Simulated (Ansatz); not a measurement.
Calculated with Ansatz: K2TiH6, settings compared

Run with:

```bash
ansatz run input.yaml --threads 1 --pin off --max-ram 2560MiB --backend cpu --events-out ev --progress --plain --runs-dir out
```

Input:

```yaml
crystal:
  lattice:
    - [2.687737, 4.655295, 0.0]
    - [-2.687737, 4.655295, 0.0]
    - [0.0, 0.0, 4.370841]
  atoms:
    - { symbol: K, position: [0.33333, 0.33334, 0.69254] }
    - { symbol: K, position: [0.66667, 0.66666, 0.30746] }
    - { symbol: Ti, position: [0.0, 0.0, 0.0] }
    - { symbol: H, position: [0.15549, 0.1555, 0.22237] }
    - { symbol: H, position: [0.68901, 0.15549, 0.22237] }
    - { symbol: H, position: [0.1555, 0.68901, 0.22237] }
    - { symbol: H, position: [0.31099, 0.8445, 0.77763] }
    - { symbol: H, position: [0.8445, 0.84451, 0.77763] }
    - { symbol: H, position: [0.84451, 0.31099, 0.77763] }
  symmetry: { tolerance: 0.0003 }
kpoints:
  mp_grid: { grid: [4, 4, 4], shift: [0, 0, 0] }
magnetization:
  spin_polarized: false
scf:
  occupations: { method: gaussian, width: 0.0357 }
hamiltonian:
  pseudopotentials: { kind: paw }
  xc: r2scan
total_charge: -1
basis:
  ecutwfc: 500
output:
  forces: true
  stress: true
  eigenvalues: true
```

Origin of the cell: a known structure type with other elements, at an estimated volume, so it need not be a known compound.

Output of this run (shortened):

```
Warning: the atoms were moved onto the symmetric positions of the space group found under crystal.symmetry.tolerance 3.0e-4 (fractional; no operation is sought that the atoms, as they stand i […]
Pseudopotentials: kind: paw
Pseudopotential: K, paw, valence charge 9, recommended cutoff 500 eV (meta_gga), K.paw.azcp
Pseudopotential: Ti, paw, valence charge 12, recommended cutoff 500 eV (meta_gga), Ti.paw.azcp
Pseudopotential: H, paw, valence charge 1, recommended cutoff 500 eV (meta_gga), H.paw.azcp
Functional definition: r2SCAN
  exchange = r2scan_x(k0 = k0, k1 = k1, a1 = a1)
  correlation = r2scan_c
Crystal: 9 atoms, lattice volume = 109.378 Å³
Basis set: ecut = 500 eV, 2799 PW (Γ), exchange–correlation on 160×160×128 points (64 copies of the dense FFT grid, shifted against one another)
Bands: 28, of which v1, the nominal top of the filled ones, is band 19 counted from 1 (18 counted from 0)
[… 11 lines left out …]
Initial density: superposition of atomic densities (neutral atoms scaled as one to the charged cell's electrons: chi_scale 0, normalization atom), corrected by the library's trained network
Functional: x = r2scan, c = r2scan; τ floored in thin density (d = 2e-4 eV/Å³)
SCF iter   1: F=—  HF=-5681.618353 eV  Δρ=5.49e-2  dr2=4.09e0  dr2_τ=8.52e-2  defer=1
SCF iter   2: F=—  HF=-5680.420366 eV  Δρ=1.59e-2  dr2=4.91e-1  dr2_τ=7.01e-2  defer=57
SCF iter   3: F=—  HF=-5680.363985 eV  Δρ=8.20e-3  dr2=1.45e-1  dr2_τ=2.24e-3  defer=50
SCF iter   4: F=—  HF=-5680.323205 eV  Δρ=2.87e-3  dr2=1.61e-2  dr2_τ=5.07e-4  defer=48
SCF iter   5: F=—  HF=-5680.323160 eV  Δρ=1.03e-3  dr2=1.62e-3  dr2_τ=5.37e-5  defer=48
SCF iter   6: F=—  HF=-5680.323212 eV  Δρ=2.05e-4  dr2=6.81e-5  dr2_τ=4.17e-6  defer=48
SCF iter   7: F=—  HF=-5680.323238 eV  Δρ=9.47e-5  dr2=1.53e-5  dr2_τ=4.16e-7  defer=48
SCF iter   8: F=—  HF=-5680.323239 eV  Δρ=2.54e-5  dr2=8.30e-7  dr2_τ=4.69e-8  defer=48
SCF iter   9: F=-5680.323239 eV  HF=-5680.323239 eV  Δρ=3.88e-6  dr2=3.40e-8  dr2_τ=2.23e-9
SCF 1 converged in 9 iterations: F = -5680.323239 eV  dr2 = 3.40e-8
SCF converged after 9 iterations
Free energy (F): -5680.323239 eV
Harris-Foulkes:  -5680.323239 eV  (|F-HF|=8.20e-9)
Internal energy: -5680.317681 eV  (E = F + TS)
E sigma→0 (E₀):  -5680.320460 eV
Entropy (-TS):   -0.005558 eV (-0.618 meV/atom)
Fermi energy:    5.742866 eV
--- Per-component energies (eV) ---
  E_band       = -489.993454
  E_kinetic    = 881.048357
  E_local      = -2408.561475  (includes V_loc(G=0)·N_el)
  E_nonlocal   = 41.691260
  E_hartree    = 896.199405
  E_xc         = -426.492919
  E_vxc        = -595.845014  (∫ρ·V_xc dr)
  E_paw        = -2636.517040  (= ΣΔE_a)
  E_vpaw       = -235.309614  (= ΣTr[D̂ρ^β])
  E_aug_tail   = -0.002690  (compensation charges beyond the density's cutoff)
  E_vtau       = 34.589688  (kinetic-family band-sum trace: ∫τ·v_τ [+ j·A + Jᵃ·Aᵃ] dr)
  E_ewald      = -2027.036750
  E_core_change = -0.645827  (= ΣΔE_core)
  E_smearing   = -0.005558  (= −TS)
  E_deformation_potential = -12.561092  (in the stress; not in F)
  Σ components = -5680.323239   (vs F -5680.323239, Δ=0.00e0)
--- Forces (eV/Å), atoms counted from 1 ---
[… 4 lines left out …]
  atom   5  H     -0.738395    -0.426313     0.313613
  atom   6  H      0.738395    -0.426313     0.313613
  atom   7  H      0.738395     0.426313    -0.313613
  atom   8  H     -0.000000    -0.852626    -0.313613
  atom   9  H     -0.738395     0.426313    -0.313613
  max |Σ_I F_I| component: 3.33e-16 eV/Å
--- Stress (GPa, compression-positive) ---
        2.385239      -0.000000       0.000000
       -0.000000       2.385239       0.000000
        0.000000       0.000000      -1.076220
  P = ⅓ Tr σ = 1.2314 GPa (12.314 kbar)
```

The same input was run again with these changes:

1. `scf.eigensolver.kind` default → davidson; `kpoints.mp_grid.grid` [4, 4, 4] → [5, 5, 5]; `kpoints.mp_grid.shift` [0, 0, 0] → [0.5, 0.5, 0.5]
2. `hamiltonian.hubbard` default → { sites: [{ species: Ti, l: d, u_eff: 2.0 }], double_counting: fll }; `scf.occupations.width` 0.0357 → default; `scf.occupations.method` gaussian → tetrahedron_uncorrected; `hamiltonian.dispersion` default → d3bjatm
3. `scf.occupations.width` 0.0357 → 0.005; `scf.convergence.dr2_threshold` default → 1.0e-11
4. `scf.algorithm` default → density_mixing

| run | end | SCF iterations | P (GPa) | max force component (eV/Å) | moment (μB) | ΔE(σ→0) (meV/atom) |
| --- | --- | --- | --- | --- | --- | --- |
| base | converged | 9 | – | 0.853 | – | 0 |
| 1 | converged | 10 | – | 0.855 | – | 4.23 |
| 2 | converged | 11 | – | 0.917 | – | – |
| 3 | converged | 11 | – | 0.851 | – | 0.05 |
| 4 | converged | 9 | – | 0.853 | – | 0.00 |

Energies are compared only where functional, datasets, charge and starting cell are the same.

Caveats of the base run: charged cell with a uniform background, whose pressure depends on convention; no moments, though an odd count or open d shells may carry them; the k mesh is coarse if the cell is a metal.

Run 1: the k mesh keeps only part of the crystal's symmetry.

The base run took 3.6 s on 1 thread of Intel(R) Xeon(R) 6975P-C (Granite Rapids), on a shared host, peak memory 0.65 GiB, from the program's own first density.
